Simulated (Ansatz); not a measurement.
Cs2Se (anti-fluorite, Fm-3m), LDA in the plane-wave PAW code Ansatz. The conduction-band minimum lies at Γ, with 1 equivalent valley. Second derivatives d²E/dk² of the lowest band at one valley (eV·Å²), along Cartesian directions:

```json
[
 {"direction": "[100]", "d²E/dk²": "24.74"},
 {"direction": "[010]", "d²E/dk²": "24.74"},
 {"direction": "[001]", "d²E/dk²": "24.74"},
 {"direction": "[110]", "d²E/dk²": "24.74"},
 {"direction": "[101]", "d²E/dk²": "24.74"},
 {"direction": "[011]", "d²E/dk²": "24.74"}
]
```

Question: Find the principal effective masses, the density-of-states mass and the conductivity mass.

Answer: Off-diagonal terms follow from H_xy = H[110] − (H_xx + H_yy)/2, and m*/mₑ = 7.620 eV·Å² over each eigenvalue: 0.31, 0.31, 0.31. One valley's DOS mass (m₁m₂m₃)^(1/3) = 0.31, conductivity mass 3/(Σ 1/mᵢ) = 0.31 mₑ.

Question: What effective density of states Nc follows at 300 K for parabolic valleys?

Answer: Nc = 2.509e19 × 1 × (0.31)^(3/2) ≈ 4.3e18 cm⁻³.

Question: With the computed static dielectric constant 6.50 (mean of the diagonal), estimate a hydrogenic donor's binding energy and radius.

Answer: E = 13.606 eV × 0.31/6.50² ≈ 100 meV; a = 0.529 Å × ε/m* ≈ 11 Å. Semilocal masses tend to be too small where the gap is.

The first step of the workflow began from a Materials Project structure, measured or hypothetical; the Crystallography Open Database copy checked does not list it. Its standing as an ambient phase is unchecked. The LDA relaxation kept the symmetry of its start; phonons on a q-mesh show no instability. Spin–orbit coupling is left out wherever it is not named.

Potentials: the later of the program's two PAW sets.
